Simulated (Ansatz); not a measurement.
The relaxed structure here is a generated cell of Sb: the first start was made by placing the elements on the sites of a structure type, and the end was not matched to a known phase here, so it may be hypothetical. Known forms of Sb include space group No. 166.

A relaxed cell of Sb (Pm-3m (No. 221)), relaxed on a k-mesh at least as fine as the one used below. These are PBEsol (plane waves to 420 eV, PAW, scalar-relativistic; Ansatz, a program for electronic structure) values and carry that method's errors. Γ-centred k-mesh 11×11×11 on the run's cell (coarser than for final values), Fermi–Dirac smearing 0.05 eV.

```xyz
2
Lattice="6.1187 0.0000 0.0000 3.0594 3.0594 0.0000 3.0594 0.0000 3.0594" Properties=species:S:1:pos:R:3 pbc="T T T"
Sb     0.0000     0.0000     0.0000
Sb     3.0594     0.0000     0.0000
```

The atoms are displaced along an unstable phonon of this cell by (Å):

| atom | ux | uy | uz |
|---|---|---|---|
| Sb1 | 0.000 | 0.000 | -0.150 |
| Sb2 | 0.000 | 0.000 | 0.150 |

### Question
What forces (eV/Å) and pressure result?

### Answer
```json
[
 {"atom": "Sb1", "Fx": "0.00", "Fy": "0.00", "Fz": "0.52"},
 {"atom": "Sb2", "Fx": "0.00", "Fy": "0.00", "Fz": "-0.52"}
]
```

Pressure +2.3 GPa.

The undisplaced cell is probably no minimum: from this displacement the run went on to I4/mmm (No. 139), 0.02 eV/atom below it.

No spin polarisation in the result. The relaxed primitive cell holds an odd number of electrons. A magnetic state may lie lower.
